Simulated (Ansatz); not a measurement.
BaF2 (fluorite, Fm-3m), a = b = c = 6.1374 Å, α = β = γ = 90.00°; the cell used has 3 atoms.

Relaxed with PBEsol. Plane-wave PAW PBEsol (Ansatz code) gives a gap of 6.83 eV.

Question: What gap does HSE06 give on the same cell (Ansatz, PAW)?

Answer: 8.89 eV, 2.06 eV more. The hybrid was solved on a coarser mesh and at special points; its gap is the smallest among all of these.

| k | v1 PBEsol | c1 PBEsol | v1 HSE06 | c1 HSE06 |
|---|---|---|---|---|
| Γ | -0.12 | 6.83 | -0.13 | 8.89 |
| X | -0.21 | 7.29 | … | … |
| L | -0.18 | 9.26 | … | … |
| W | -0.26 | 7.55 | … | … |
| K | -0.20 | 7.55 | … | … |

Question: Top valence (v1) and lowest conduction level (c1) in eV from each method's valence maximum (which need not be a listed point): supply the withheld HSE06 values.

Answer: 
- X, v1 HSE06: -0.25
- X, c1 HSE06: 9.28
- W, v1 HSE06: -0.30
- W, c1 HSE06: 9.56
- K, v1 HSE06: -0.22
- K, c1 HSE06: 9.56
- L, v1 HSE06: -0.18
- L, c1 HSE06: 11.47

Cost on shared cores: the PBEsol run (SCF on a 8×8×8 mesh, then bands and DOS) around 15 core-seconds (rough), the HSE06 run (SCF on 6×6×6, then a few points) about 2.3 core-minutes (a rough figure); the tasks are unlike.

The PBEsol relaxation kept the symmetry of its start. Scalar-relativistic: spin–orbit coupling is off unless named, which matters more the heavier the elements.

Potentials: the later of the program's two PAW sets.
